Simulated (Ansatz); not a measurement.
Sheets of one type (MA2Z4 (prismatic core, outer Z over the empty site)-type), PBE in the plane-wave PAW code Ansatz; HSE06 gaps on those cells.

```
layer     a (Å)  thickness (Å)
--------  -----  -------------
TaGe2P4     ___            ___
NbGe2P4   3.620           9.66
TaP4Si2   3.540           9.40
TaGe2N4   3.078           7.39
TaAs4Ge2  3.766          10.18
```

Problem. Some entries are withheld; supply them.

Solution. 
- TaGe2P4, a (Å): 3.621
- TaGe2P4, thickness (Å): 9.65

Spin orders computed, not proven ground states: TaGe2N4, MA2Z4 (prismatic core, outer Z over the empty site)-type layer ferromagnetic. Began spin-polarised and lost the moments: TaGe2P4, MA2Z4 (prismatic core, outer Z over the empty site)-type layer; NbGe2P4, MA2Z4 (prismatic core, outer Z over the empty site)-type layer; TaP4Si2, MA2Z4 (prismatic core, outer Z over the empty site)-type layer; TaAs4Ge2, MA2Z4 (prismatic core, outer Z over the empty site)-type layer. All cells were relaxed under the symmetry of their starts (and spin orders); stability against distortions was not tested throughout. Spin–orbit coupling is left out wherever it is not named. Constructed layers (a layer type filled with these elements): TaGe2P4, MA2Z4 (prismatic core, outer Z over the empty site)-type layer; NbGe2P4, MA2Z4 (prismatic core, outer Z over the empty site)-type layer; TaP4Si2, MA2Z4 (prismatic core, outer Z over the empty site)-type layer; TaGe2N4, MA2Z4 (prismatic core, outer Z over the empty site)-type layer; TaAs4Ge2, MA2Z4 (prismatic core, outer Z over the empty site)-type layer.

Potentials: the later of the program's two PAW sets.
